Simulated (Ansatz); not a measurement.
Structure relaxation, TaSi2

The start is a relaxed TaSi2 cell, doubled along one cell vector, shaken by Gaussian noise of σ = 0.08 Å a coordinate. The structure is fully relaxed (lattice and positions, P = 0) with r2SCAN (plane waves to 500 eV, PAW, scalar-relativistic; Ansatz, a quantum-chemistry and plane-wave program). The first steps use a coarse 6×3×9 k-mesh.

Starting cell:
```
TaSi2
1.0
    4.36971     0.00000     0.00000
   -4.36971     7.56856     0.00000
    0.00000     0.00000     2.62837
Ta Si
2 4
Direct
  0.96959   0.98165   0.01969
  0.02762   0.49572   0.01248
  0.33593   0.34170   0.55136
  0.36067   0.85393   0.51530
  0.66633   0.16809   0.47276
  0.66856   0.65415   0.51913
```

**Question.** How large is the pressure on the unrelaxed cell, and of which sign?

**Answer.** +3 GPa (positive: the cell is compressed).

**Question.** What is the largest force in the starting geometry, and on which atom (counted from 1)?

**Answer.** About 1.8 eV/Å, on Si4 (atoms numbered as listed).

**Question.** By how much does the energy per atom fall from start to end?

**Answer.** 0.52 eV/atom.

**Question.** Is the parent structure recovered?

**Answer.** It does not go back: it reaches I4/mmm (No. 139), AFLOW prototype AB2_tI6_139_a_e (C11_b, as in Si2Mo), 0.45 eV/atom below the parent.

**Question.** How do the shortest distances between atoms change?

**Answer.** The closest pairs of elements (up to four, under 3.6 Å), start → end: Si–Si 2.37 → 2.67 Å; Ta–Ta 2.63 → 3.27 Å; Si–Ta 2.63 → 2.69 Å.

**Question.** What band gap does the relaxed structure have at this level?

**Answer.** No gap (metallic).

Final values are on a 20×20×20 k-mesh of the relaxed cell. No spin polarisation in the result. The relaxed primitive cell holds an odd number of electrons. A magnetic state may lie lower.

The relaxed structure here is a generated cell of TaSi2: the first start was made by placing the elements on the sites of a structure type, and the end was not matched to a known phase here, so it may be hypothetical. Known forms of TaSi2 include space group No. 181.
